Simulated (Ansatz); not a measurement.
A geometry of Mg away from equilibrium: the start of the relaxation of a relaxed Mg cell, doubled along one cell vector, shaken by Gaussian noise of σ = 0.08 Å a coordinate. Computed with r2SCAN (plane waves to 500 eV, PAW, scalar-relativistic; Ansatz, a quantum-chemistry and plane-wave program). Γ-centred k-mesh 4×8×11 on the run's cell (coarser than for final values), Fermi–Dirac smearing 0.05 eV.

```xyz
6
Lattice="10.1342 0.0000 0.0000 -2.5336 4.3882 0.0000 0.0000 0.0000 3.0815" Properties=species:S:1:pos:R:3:forces:R:3 pbc="T T T" free_energy=-11558.015 pressure_GPa=0.2
Mg     0.0168     0.0798     0.0431   -0.1357   -0.1499   -0.0414
Mg     5.0800    -0.0398    -0.1322   -0.0109    0.0338    0.2265
Mg    -0.0259     2.8807     1.6273    0.1876    0.2280    0.0131
Mg     5.0413     2.8653     1.5624   -0.0318    0.3465   -0.0428
Mg     2.5019     1.4231     1.5468    0.1020    0.0215   -0.1002
Mg     7.6045     1.5925     1.4975   -0.1112   -0.4800   -0.0552
```

Positions in Å, forces in eV/Å, free energy of the cell in eV (comparable only within this code, potentials and settings). Largest force: 0.50 eV/Å, on Mg6 (atoms numbered as listed); the geometry lies 0.05 eV/atom above the end of its relaxation.

No spin polarisation in the result.

The end of the path is a generated cell of Mg: the first start was made by placing the elements on the sites of a structure type, and the end was not matched to a known phase here, so it may be hypothetical. Known forms of Mg include space group No. 194.
